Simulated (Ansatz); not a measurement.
The relaxed structure here is a generated cell of PbI2: the first start was made by placing the elements on the sites of a structure type, and the end was not matched to a known phase here, so it may be hypothetical. Known forms of PbI2 include space group No. 164.

One stationary structure of PbI$_{2}$. Space group P-31m (No. 162), AFLOW prototype AB2_hP9_162_ad_k (as in V2N). All values below come from PBEsol (plane waves to 420 eV, PAW, scalar-relativistic; Ansatz, a quantum-chemistry and plane-wave program).

Space group P-31m (No. 162); a = 7.898 Å, b = 7.898 Å, c = 7.150 Å, α = 90.00°, β = 90.00°, γ = 120.00°

```
atom  site  symmetry       x       y       z
----  ----  --------  ------  ------  ------
I       6k       ..m  0.3432  0.3432  0.2390
Pb      1a      -3.m  0.0000  0.0000  0.0000
Pb      2d       3.2  0.3333  0.6667  0.5000
```

Estimate the band gap that PBEsol returns for this input.

1.57 eV, indirect (valence top at Γ, conduction bottom at A) (no spin-orbit coupling).

Give the smallest direct gap at the level PBEsol.

1.79 eV at Γ.

No spin polarisation in the result. Without spin-orbit coupling the bands of the heavy element are not split, so the gap can be far off.

The run could not lose the symmetry of its start: the end is stationary, and may be a saddle point rather than a minimum.
